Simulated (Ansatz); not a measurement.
Geometry optimisation in Ansatz: input, command and trajectory.

```yaml
crystal:
  lattice:
    - [-1.5575, 1.5575, 8.465]
    - [1.5575, -1.5575, 8.465]
    - [1.5575, 1.5575, -8.465]
  atoms:
    - { symbol: B, position: [0.352, 0.352, 0.0] }
    - { symbol: B, position: [0.102, 0.602, 0.5] }
    - { symbol: B, position: [0.398, 0.898, 0.5] }
    - { symbol: B, position: [0.648, 0.648, 0.0] }
    - { symbol: W, position: [0.197, 0.197, 0.0] }
    - { symbol: W, position: [0.947, 0.447, 0.5] }
    - { symbol: W, position: [0.553, 0.053, 0.5] }
    - { symbol: W, position: [0.803, 0.803, 0.0] }
basis:
  ecutwfc: 500
kpoints:
  mp_grid: { grid: [8, 8, 8] }
hamiltonian:
  xc: r2scan
scf:
  occupations: { method: gaussian, width: 0.1 }
  lower_state_search: "off"
output:
  forces: true
  stress: true
  eigenvalues: true
relax:
  adjacent_minimum: "off"
  f_tol: 0.04
  max_steps: 70
  cell: { stress_tol: 0.4 }
```

```bash
ansatz run input.yaml --threads 4 --pin off --max-ram 10240MiB --backend cpu --events-out ev --progress --plain --runs-dir out
```

These are results of Ansatz 0.2.0, DFT r2SCAN, scalar-relativistic, plane waves, PAW, not measurements.

Of 7 frames 6 are shown, positions in Å and forces in eV/Å; the SCF threshold varies from step to step. Steps run on the plane waves of an earlier cell, with a Pulay correction in the pressure. The basis is chosen afresh for the last frame, the zero of the energies, and at times for earlier ones too; energy and pressure step there, also at an unchanged geometry.

```xyz
8
Lattice="-1.5575 1.5575 8.4650 1.5575 -1.5575 8.4650 1.5575 1.5575 -8.4650" Properties=species:S:1:pos:R:3:forces:R:3 pbc="T T T" step=1 free_energy_over_end_meV_per_atom=69.60 pressure_GPa=6.07
B     0.0000    0.0000    5.9594    0.0000    0.0000   -2.0861
B     1.5575    0.0000    1.7269    0.0000    0.0000   -2.0861
B     1.5575    0.0000    6.7381    0.0000    0.0000    2.0861
B     0.0000    0.0000   10.9706    0.0000    0.0000    2.0861
W     0.0000    0.0000    3.3352    0.0000    0.0000    0.4379
W     0.0000    1.5575    7.5677    0.0000    0.0000    0.4379
W     0.0000    1.5575    0.8973    0.0000    0.0000   -0.4379
W     0.0000    0.0000   13.5948    0.0000    0.0000   -0.4379
8
Lattice="-1.5550 1.5550 8.5121 1.5550 -1.5550 8.5121 1.5550 1.5550 -8.5121" Properties=species:S:1:pos:R:3:forces:R:3 pbc="T T T" step=2 free_energy_over_end_meV_per_atom=26.05 pressure_GPa=2.92
B     0.0000    0.0000    5.9411    0.0000    0.0000   -1.1854
B     1.5550    0.0000    1.6850    0.0000    0.0000   -1.1854
B     1.5550    0.0000    6.8271    0.0000    0.0000    1.1854
B     0.0000    0.0000   11.0831    0.0000    0.0000    1.1854
W     0.0000    0.0000    3.3586    0.0000    0.0000    0.0213
W     0.0000    1.5550    7.6147    0.0000    0.0000    0.0213
W     0.0000    1.5550    0.8974    0.0000    0.0000   -0.0213
W     0.0000    0.0000   13.6656    0.0000    0.0000   -0.0213
8
Lattice="-1.5754 1.5754 8.3296 1.5754 -1.5754 8.3296 1.5754 1.5754 -8.3296" Properties=species:S:1:pos:R:3:forces:R:3 pbc="T T T" step=3 free_energy_over_end_meV_per_atom=7.44 pressure_GPa=0.91
B     0.0000    0.0000    5.7179    0.0000    0.0000   -0.0377
B     1.5754    0.0000    1.5531    0.0000    0.0000   -0.0377
B     1.5754    0.0000    6.7766    0.0000    0.0000    0.0377
B     0.0000    0.0000   10.9414    0.0000    0.0000    0.0377
W     0.0000    0.0000    3.2607    0.0000    0.0000    0.7680
W     0.0000    1.5754    7.4255    0.0000    0.0000    0.7680
W     0.0000    1.5754    0.9042    0.0000    0.0000   -0.7680
W     0.0000    0.0000   13.3986    0.0000    0.0000   -0.7680
8
Lattice="-1.5630 1.5630 8.4384 1.5630 -1.5630 8.4384 1.5630 1.5630 -8.4384" Properties=species:S:1:pos:R:3:forces:R:3 pbc="T T T" step=4 free_energy_over_end_meV_per_atom=0.41 pressure_GPa=0.98
B     0.0000    0.0000    5.7969    0.0000    0.0000    0.0847
B     1.5630    0.0000    1.5776    0.0000    0.0000    0.0847
B     1.5630    0.0000    6.8608    0.0000    0.0000   -0.0847
B     0.0000    0.0000   11.0800    0.0000    0.0000   -0.0847
W     0.0000    0.0000    3.3281    0.0000    0.0000   -0.1582
W     0.0000    1.5630    7.5473    0.0000    0.0000   -0.1582
W     0.0000    1.5630    0.8911    0.0000    0.0000    0.1582
W     0.0000    0.0000   13.5488    0.0000    0.0000    0.1582
8
Lattice="-1.5666 1.5666 8.4486 1.5666 -1.5666 8.4486 1.5666 1.5666 -8.4486" Properties=species:S:1:pos:R:3:forces:R:3 pbc="T T T" step=5 free_energy_over_end_meV_per_atom=0.14 pressure_GPa=-0.99
B     0.0000    0.0000    5.8103    0.0000    0.0000   -0.0188
B     1.5666    0.0000    1.5860    0.0000    0.0000   -0.0188
B     1.5666    0.0000    6.8626    0.0000    0.0000    0.0188
B     0.0000    0.0000   11.0869    0.0000    0.0000    0.0188
W     0.0000    0.0000    3.3271    0.0000    0.0000    0.0136
W     0.0000    1.5666    7.5514    0.0000    0.0000    0.0136
W     0.0000    1.5666    0.8971    0.0000    0.0000   -0.0136
W     0.0000    0.0000   13.5700    0.0000    0.0000   -0.0136
8
Lattice="-1.5652 1.5652 8.4400 1.5652 -1.5652 8.4400 1.5652 1.5652 -8.4400" Properties=species:S:1:pos:R:3:forces:R:3 pbc="T T T" step=7 free_energy_over_end_meV_per_atom=0.00 pressure_GPa=0.00
B     0.0000    0.0000    5.8029    0.0000    0.0000   -0.0005
B     1.5652    0.0000    1.5829    0.0000    0.0000   -0.0005
B     1.5652    0.0000    6.8570    0.0000    0.0000    0.0005
B     0.0000    0.0000   11.0770    0.0000    0.0000    0.0005
W     0.0000    0.0000    3.3244    0.0000    0.0000   -0.0012
W     0.0000    1.5652    7.5443    0.0000    0.0000   -0.0012
W     0.0000    1.5652    0.8956    0.0000    0.0000    0.0012
W     0.0000    0.0000   13.5556    0.0000    0.0000    0.0012
```

Time: 22 s on 4 threads of Intel(R) Xeon(R) 6975P-C (Granite Rapids), on a shared host, peak memory 0.73 GiB.

The k mesh is coarse. Spin–orbit coupling is left out, which can shift energies with elements as heavy as these.